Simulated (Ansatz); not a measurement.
Input, command and steps of an Ansatz relaxation.

```yaml
crystal:
  lattice:
    - [2.1431115204, 1.2373260132, 13.0737292001]
    - [-2.1431115204, 1.2373260132, 13.0737292001]
    - [0.0, -2.4746520264, 13.0737292001]
  atoms:
    - { symbol: Ge, position: [0.0, 0.0, 0.0] }
    - { symbol: Sb, position: [0.1414580328, 0.1414580328, 0.1414580328] }
    - { symbol: Sb, position: [0.8585419672, 0.8585419672, 0.8585419672] }
    - { symbol: Te, position: [0.4295711822, 0.4295711822, 0.4295711822] }
    - { symbol: Te, position: [0.5704288178, 0.5704288178, 0.5704288178] }
    - { symbol: Te, position: [0.2918817324, 0.2918817324, 0.2918817324] }
    - { symbol: Te, position: [0.7081182676, 0.7081182676, 0.7081182676] }
basis:
  ecutwfc: 420
kpoints:
  mp_grid: { grid: [12, 12, 12] }
hamiltonian:
  xc: pbesol
scf:
  occupations: { method: gaussian, width: 0.1 }
output:
  forces: true
  stress: true
  eigenvalues: true
relax:
  adjacent_minimum: "off"
  f_tol: 0.01
  max_steps: 30
  cell: { stress_tol: 0.1, fix: [volume] }
```

```bash
ansatz run input.yaml --threads 2 --pin off --max-ram 5120MiB --backend cpu --events-out ev --progress --plain --runs-dir out
```

The calculation used DFT PBEsol, scalar-relativistic, plane waves, PAW (Ansatz).

The volume is held at 1.03 times that of the relaxed cell.

Of 4 frames 3 are shown, positions in Å and forces in eV/Å; the SCF threshold varies from step to step. Steps run on the plane waves of an earlier cell, with a Pulay correction in the pressure. The basis is chosen afresh for the last frame, the zero of the energies, and at times for earlier ones too; energy and pressure can step there, also at an unchanged geometry. Where two frames share a geometry here, they differ by under 2 meV/atom and 0.3 GPa.

```xyz
7
Lattice="2.1431 1.2373 13.0737 -2.1431 1.2373 13.0737 0.0000 -2.4747 13.0737" Properties=species:S:1:pos:R:3:forces:R:3 pbc="T T T" step=1 free_energy_over_end_meV_per_atom=0.37 pressure_GPa=-1.62
Ge    0.0000    0.0000    0.0000    0.0000    0.0000    0.0000
Sb    0.0000    0.0000    5.5482    0.0000    0.0000   -0.0979
Sb    0.0000    0.0000   33.6730    0.0000    0.0000    0.0979
Te    0.0000    0.0000   16.8483    0.0000    0.0000    0.0877
Te    0.0000    0.0000   22.3729    0.0000    0.0000   -0.0877
Te    0.0000    0.0000   11.4479    0.0000    0.0000    0.0146
Te    0.0000    0.0000   27.7732    0.0000    0.0000   -0.0146
7
Lattice="2.1471 1.2396 13.0247 -2.1471 1.2396 13.0247 0.0000 -2.4793 13.0247" Properties=species:S:1:pos:R:3:forces:R:3 pbc="T T T" step=2 free_energy_over_end_meV_per_atom=0.08 pressure_GPa=-1.43
Ge    0.0000    0.0000    0.0000    0.0000    0.0000    0.0000
Sb    0.0000    0.0000    5.5152    0.0000    0.0000    0.0113
Sb    0.0000    0.0000   33.5590    0.0000    0.0000   -0.0113
Te    0.0000    0.0000   16.8070    0.0000    0.0000   -0.0513
Te    0.0000    0.0000   22.2672    0.0000    0.0000    0.0513
Te    0.0000    0.0000   11.4013    0.0000    0.0000   -0.0090
Te    0.0000    0.0000   27.6729    0.0000    0.0000    0.0090
7
Lattice="2.1457 1.2388 13.0423 -2.1457 1.2388 13.0423 0.0000 -2.4776 13.0423" Properties=species:S:1:pos:R:3:forces:R:3 pbc="T T T" step=4 free_energy_over_end_meV_per_atom=0.00 pressure_GPa=-1.47
Ge    0.0000    0.0000    0.0000    0.0000    0.0000    0.0000
Sb    0.0000    0.0000    5.5141    0.0000    0.0000    0.0092
Sb    0.0000    0.0000   33.6129    0.0000    0.0000   -0.0092
Te    0.0000    0.0000   16.8134    0.0000    0.0000    0.0076
Te    0.0000    0.0000   22.3137    0.0000    0.0000   -0.0076
Te    0.0000    0.0000   11.4221    0.0000    0.0000   -0.0060
Te    0.0000    0.0000   27.7049    0.0000    0.0000    0.0060
```

Time: 91 s on 2 threads of AMD EPYC 9R45 96-Core Processor (Zen 5) (shared host), peak memory 1.8 GiB.